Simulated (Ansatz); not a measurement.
BN:
```cif
data_BN
_chemical_formula_sum 'B1 N1'
_space_group_name_H-M_alt 'P 1'
_space_group_IT_number 1
_cell_length_a 3.97226
_cell_length_b 2.49739
_cell_length_c 3.55910
_cell_angle_alpha 79.874
_cell_angle_beta 38.237
_cell_angle_gamma 61.889
loop_
_space_group_symop_operation_xyz
  'x, y, z'
loop_
_atom_site_label
_atom_site_type_symbol
_atom_site_fract_x
_atom_site_fract_y
_atom_site_fract_z
_atom_site_occupancy
B1 B 0.00011 0.00011 0.99989 1
N1 N 0.66659 0.66659 0.33341 1
```

Relaxed with r²SCAN+D4. 

**Question.** HSE06 on this cell (Ansatz, a first-principles code, PAW) gives a gap of 4.76 eV. What does r²SCAN+D4 give?

**Answer.** 4.01 eV.

Cost on shared cores: the r²SCAN+D4 run (SCF on a 13×13×13 mesh, then bands and DOS) about 80 core-seconds (a rough figure), the HSE06 run (SCF on 10×10×10, then a few points) around 2.1 core-minutes (rough); the tasks are unlike.

Space group Fmm2. The workflow started from a Materials Project entry (that database holds measured and hypothetical structures alike); the Crystallography Open Database copy checked does not list it. It is not the phase usual at ambient conditions (space group No. 186, 194, 216). Symmetry was held in the r²SCAN+D4 relaxation; whether a distortion lowers the energy is not shown.

Potentials: the later of the program's two PAW sets.

Ansatz is a plane-wave DFT program.
